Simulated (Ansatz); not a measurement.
Here is the system:

Al₃Pd₂:
```cif
data_Al3Pd2
_chemical_formula_sum 'Al3 Pd2'
_space_group_name_H-M_alt 'P-3m1'
_space_group_IT_number 164
_space_group_name_Hall '-P 3 2"'
_cell_length_a 4.17243
_cell_length_b 4.17243
_cell_length_c 5.10290
_cell_angle_alpha 90.000
_cell_angle_beta 90.000
_cell_angle_gamma 120.000
loop_
_atom_site_label
_atom_site_type_symbol
_atom_site_symmetry_multiplicity
_atom_site_Wyckoff_symbol
_atom_site_fract_x
_atom_site_fract_y
_atom_site_fract_z
_atom_site_occupancy
Al1 Al 1 a 0.00000 0.00000 0.00000 1
Al2 Al 2 d 0.66667 0.33333 0.35455 1
Pd1 Pd 2 d 0.33333 0.66667 0.15582 1
```

This is the LDA-relaxed structure.

Q: All from the program Ansatz at the LDA level (PAW), unless another level is named. Estimate the formation energy from the elements (no fitted shifts).

A: -0.83 eV/atom.

Q: Next, the density of states at the Fermi level?

A: 0.23 states/eV per atom (mean over ±0.08 eV).

The first step of the workflow began from a Materials Project structure, measured or hypothetical; the Crystallography Open Database copy checked does not list it. Whether it is the stable phase at ambient conditions was not checked. Symmetry was held in the LDA relaxation; whether a distortion lowers the energy is not shown. The run is not spin-polarised. The references are the lowest solids computed at this level, not always the standard phases. Scalar-relativistic: spin–orbit coupling is off unless named, which matters more the heavier the elements.

Potentials: the later of the program's two PAW sets.
